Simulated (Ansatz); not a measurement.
This run works on a generated trial structure, not on a known crystal.

Input and command of a plane-wave DFT calculation in Ansatz:

```yaml
crystal:
  lattice:
    - [5.10045362, 0.0, 0.0]
    - [-2.55022681, 4.4171224, 0.0]
    - [0.0, 0.0, 4.63246988]
  atoms:
    - { symbol: Dy, position: [0.5, 0.0, 0.5] }
    - { symbol: Dy, position: [0.0, 0.5, 0.5] }
    - { symbol: Dy, position: [0.5, 0.5, 0.5] }
    - { symbol: C, position: [0.0, 0.0, 0.0] }
basis:
  ecutwfc: 630
kpoints:
  mp_grid: { grid: [5, 5, 4] }
hamiltonian:
  xc: pbe
  pseudopotentials:
    kind: paw
    azcp: { Dy: "pseudopotentials/pbe/nc/lanthanide_3plus/Dy.nc.azcp" }
scf:
  occupations: { method: gaussian, width: 0.2 }
  lower_state_search: "off"
output:
  forces: true
  stress: true
  eigenvalues: true
relax:
  adjacent_minimum: "off"
  f_tol: 0.08
  max_steps: 16
  cell: { stress_tol: 0.8 }
```

```bash
ansatz run input.yaml --threads 1 --pin off --max-ram 2816MiB --backend cpu --events-out ev --progress --plain --runs-dir out
```

Processor: Arm Neoverse V1, 1 thread, on a host shared with other jobs.

**Question.** How long does it run, and how much memory does it take?

**Answer.** About 71 s, peak memory 0.38 GiB. It solves 23 bands at 15 k points (after reduction by symmetry) with about 3331 plane waves (on the last cell), in 95 SCF iterations over 14 ionic steps.

With its 4f electrons in the core of a norm-conserving potential, the lanthanide is trivalent by construction, without f bands, f moments or other valences.
